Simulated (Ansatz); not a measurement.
LaAsO3:
```xyz
10
Lattice="4.3910 0.0000 0.0000 0.0000 5.2873 0.0000 -1.6523 0.0000 5.9534" Properties=species:S:1:pos:R:3 pbc="T T T"
La     0.3113     3.9655     4.1760
La     2.4274     1.3218     1.7774
As     0.1051     3.9655     0.8497
As     2.6335     1.3218     5.1037
O      2.7255     3.9655     0.7002
O      0.0131     1.3218     5.2532
O      0.2828     2.6482     2.0362
O      2.4559     2.6391     3.9173
O      2.4559     0.0046     3.9173
O      0.2828     5.2828     2.0362
```

This is the PBEsol-relaxed structure. Cartesian axes are those of the cell as given.

Task: All from PBEsol in the plane-wave PAW code Ansatz, unless another level is named. Give the Young's modulus.

Result: 121 GPa.

Task: Next, the elastic constants (relaxed ions, GPa)?

Result: C11 = 199, C22 = 181, C33 = 190, C12 = 66.5, C13 = 78.3, C23 = 61.6, C44 = 22.8, C55 = 60.6, C66 = 59.4, C15 = 12.0, C25 = 8.2, C35 = 11.0, C46 = 17.4.

Space group P2_1/m. The workflow started from a Materials Project entry (that database holds measured and hypothetical structures alike); the Crystallography Open Database copy checked does not list it. Its standing as an ambient phase is unchecked. The cell was relaxed with PBEsol under the symmetry of its start; its stability against distortions is not shown here. Scalar-relativistic: spin–orbit coupling is off unless named, which matters more the heavier the elements.

Potentials: the later of the program's two PAW sets.
